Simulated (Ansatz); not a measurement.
# What internal relaxation does to the elastic constants of Ti8C5

Computed with Ansatz 0.2.0, DFT PBEsol, scalar-relativistic, plane waves, PAW. Cutoff 420 eV, 6×6×6 k-points (Γ-centred), Fermi-Dirac smearing of 0.15 eV. No spin polarisation.

The cell, relaxed at this level:
```yaml
crystal:
  lattice:
    - [3.03729, 1.75358, 4.91582]
    - [-3.03729, 1.75358, 4.91582]
    - [0.00000, -3.50717, 4.91582]
  atoms:
    - { symbol: Ti, position: [0.24985, 0.76302, 0.24985] }
    - { symbol: Ti, position: [0.24985, 0.24985, 0.76302] }
    - { symbol: Ti, position: [0.76302, 0.24985, 0.24985] }
    - { symbol: Ti, position: [0.23698, 0.75015, 0.75015] }
    - { symbol: Ti, position: [0.75015, 0.23698, 0.75015] }
    - { symbol: Ti, position: [0.75015, 0.75015, 0.23698] }
    - { symbol: Ti, position: [0.24490, 0.24490, 0.24490] }
    - { symbol: Ti, position: [0.75510, 0.75510, 0.75510] }
    - { symbol: C, position: [0.00000, 0.00000, 0.50000] }
    - { symbol: C, position: [0.50000, 0.00000, 0.00000] }
    - { symbol: C, position: [0.00000, 0.50000, 0.00000] }
    - { symbol: C, position: [0.50000, 0.50000, 0.50000] }
    - { symbol: C, position: [0.00000, 0.00000, 0.00000] }
```

In a metal, frequencies and elastic constants depend on the k mesh and the smearing, soft modes and shear constants most.

Clamped-ion constants (GPa, Voigt order; atoms follow the strain homogeneously):
C11 = 414.4, C12 = 108.7, C13 = 122.3, C14 = -15.2, C22 = 414.4, C23 = 122.3, C24 = 15.2, C33 = 384.1, C44 = 163.1, C55 = 163.1, C56 = -15.2, C66 = 152.8 GPa; the others vanish.

Task: What are the constants once the atoms relax in each strained cell?

Result:
C11 = 375.8, C12 = 98.0, C13 = 89.5, C14 = 8.4, C22 = 375.8, C23 = 89.5, C24 = -8.4, C33 = 315.6, C44 = 98.7, C55 = 98.7, C56 = 8.5, C66 = 138.9 GPa; the others vanish.
The Voigt shear modulus goes from 153.1 to 120.0 GPa and the Voigt bulk modulus from 213.3 to 180.1 GPa. Relaxation subtracts ΛᵀK⁻¹Λ/V, with Λ the forces that a strain puts on the atoms and K the zone-centre force constants. At a stable cell this can only lower the diagonal constants, and it acts only for strains that share their symmetry with an optical mode; elsewhere, and where the coupling is weak, the constants hardly move.

Cost: 2 runs of about 28 core-minutes in all, on Intel Xeon 6975P-C (Granite Rapids), Arm Neoverse V2 (shared hosts).